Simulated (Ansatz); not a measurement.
Given:

WC:
```cif
data_CW
_chemical_formula_sum 'W1 C1'
_space_group_name_H-M_alt 'P-6m2'
_space_group_IT_number 187
_space_group_name_Hall 'P -6 2'
_cell_length_a 2.89863
_cell_length_b 2.89863
_cell_length_c 2.82747
_cell_angle_alpha 90.000
_cell_angle_beta 90.000
_cell_angle_gamma 120.000
loop_
_atom_site_label
_atom_site_type_symbol
_atom_site_symmetry_multiplicity
_atom_site_Wyckoff_symbol
_atom_site_fract_x
_atom_site_fract_y
_atom_site_fract_z
_atom_site_occupancy
W1 W 1 a 0.00000 0.00000 0.00000 1
C1 C 1 f 0.66667 0.33333 0.50000 1
```

This is the PBEsol-relaxed structure.

Q: All from the program Ansatz at the PBEsol level (PAW), unless another level is named. Give the electronic character.

A: metallic (no gap).

Q: And the formation energy from the elements (no fitted shifts)?

A: -0.24 eV/atom.

Q: Predict the density of states at the Fermi level.

A: 0.15 states/eV per atom (mean over ±0.08 eV).

Q: And the gap with spin–orbit coupling?

A: none (metallic).

The cell was relaxed with PBEsol under the symmetry of its start. The run is not spin-polarised. The references are the lowest solids computed at this level, not always the standard phases. Spin–orbit coupling is left out wherever it is not named.

Potentials: the earlier of the program's two PAW sets. The files were generated under PBE; for other functionals the program regenerates the frozen cores, and for LDA and PBEsol the local potential too.
